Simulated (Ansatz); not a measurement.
Computed with Ansatz 0.2.0, DFT PBE, scalar-relativistic, plane waves, PAW. Settings: cutoff 420 eV, Γ-centred meshes spaced at most about 0.3 Å⁻¹, and about 0.25 Å⁻¹ or finer for metals (2π included), Gaussian smearing. No spin polarisation in the final relaxations.

These are static total energies at zero pressure.

Two relaxed structures of Ca₂Ge₃N:

A.

```cif
data_structure
_symmetry_space_group_name_H-M 'R-3m:H'
_symmetry_Int_Tables_number 166
_cell_length_a 5.5933
_cell_length_b 5.5933
_cell_length_c 12.7198
_cell_angle_alpha 90.000
_cell_angle_beta 90.000
_cell_angle_gamma 120.000
_cell_volume 344.63
loop_
_atom_site_label
_atom_site_type_symbol
_atom_site_symmetry_multiplicity
_atom_site_Wyckoff_symbol
_atom_site_fract_x
_atom_site_fract_y
_atom_site_fract_z
_atom_site_occupancy
Ca1 Ca 6 c 0.33333 0.66667 0.79328 1
Ge1 Ge 9 e 0.50000 0.50000 0.00000 1
N1 N 3 b 0.33333 0.66667 0.16667 1
```

B.

```cif
data_structure
_symmetry_space_group_name_H-M 'P-6m2'
_symmetry_Int_Tables_number 187
_cell_length_a 4.1534
_cell_length_b 4.1534
_cell_length_c 8.2492
_cell_angle_alpha 90.000
_cell_angle_beta 90.000
_cell_angle_gamma 120.000
_cell_volume 123.24
loop_
_atom_site_label
_atom_site_type_symbol
_atom_site_symmetry_multiplicity
_atom_site_Wyckoff_symbol
_atom_site_fract_x
_atom_site_fract_y
_atom_site_fract_z
_atom_site_occupancy
Ca1 Ca 2 i 0.66667 0.33333 0.23052 1
Ge1 Ge 1 b 0.00000 0.00000 0.50000 1
Ge2 Ge 1 c 0.33333 0.66667 0.00000 1
Ge3 Ge 1 d 0.33333 0.66667 0.50000 1
N1 N 1 a 0.00000 0.00000 0.00000 1
```

**Question.** Which form is favoured at zero pressure, and by what margin per atom?

**Answer.** B is lower, by 170 meV/atom. A has space group R-3m (No. 166), 19.1 Å³/atom and no gap on its mesh; B has space group P-6m2 (No. 187), 20.5 Å³/atom and no gap. The shortest distance is 2.66 Å (Ge–N) in A and 2.40 Å (Ge–N and Ge–Ge) in B. B holds Ge–Ge nets (shortest 2.40 Å); in A the shortest Ge–Ge distance is 2.80 Å, near bonding range too. The lower one is the more open, so pressure narrows the difference. In A, around Ca lie 9 Ge at 3.09–3.23 Å, 4 Ca at 3.22–3.39 Å and 3 N at 3.27 Å; around Ge lie 2 N at 2.66 Å, 4 Ge at 2.80 Å and 6 Ca at 3.09–3.23 Å; N has 6 Ge at 2.66 Å and 6 Ca at 3.27 Å. In B, Ca has 3 Ge at 3.06 Å, 3 N at 3.06 Å and 6 Ge at 3.27 Å; Ge on its first site is surrounded by 3 Ge at 2.40 Å and 6 Ca at 3.27 Å; around N lie 3 Ge at 2.40 Å and 6 Ca at 3.06 Å; 2 more sites not described. Both come from invented guesses. A third cell relaxed alike, in P-3m1, lies 292 meV/atom below the lower of the two.

Cells relaxed within their symmetry can be saddle points.
